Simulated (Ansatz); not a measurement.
Relax this structure to zero stress and force, keeping its symmetry:

```
CELL_PARAMETERS angstrom
4.60010 0.00000 0.00000
-2.30005 3.98380 0.00000
0.00000 0.00000 7.77490
ATOMIC_POSITIONS crystal
Ca 0.00000 0.00000 0.00000
Mn 0.66667 0.33333 0.61795
Mn 0.33333 0.66667 0.38205
Bi 0.66667 0.33333 0.24942
Bi 0.33333 0.66667 0.75058
```

Computed with Ansatz 0.2.0, DFT PBE+D3(BJ), scalar-relativistic, plane waves, PAW.

Plane waves to 420 eV, a k mesh through Γ of 12×12×6 on the computed 5-atom cell and Gaussian smearing (0.10 eV); collinear spin from starting moments 0 4.58 4.58 0 0 μB.

Task: What does it relax to?

Result: The volume falls by 2.42 Å³/atom to 26.08 Å³/atom, and the energy falls by 17.6 meV/atom. The cell ends with a moment of 8.11 μB (only this magnetic start was tried). Final structure:
Space group P-3m1 (No. 164). a = 4.385 Å, b = 4.385 Å, c = 7.830 Å, α = 90.00°, β = 90.00°, γ = 120.00°
```csv
atom,site,symmetry,x,y,z
Ca,1a,-3m.,0.0000,0.0000,0.0000
Mn,2d,3m.,0.6667,0.3333,0.6060
Bi,2d,3m.,0.6667,0.3333,0.2501
```

The state reached may not be the lowest one. Spin-orbit coupling is left out, which matters for the bands of heavy elements. The program reads another magnetic order as possibly lower. Only parallel moments were tried here.

Cost: 1 run of about 15 core-minutes, on Arm Neoverse V1 (shared hosts).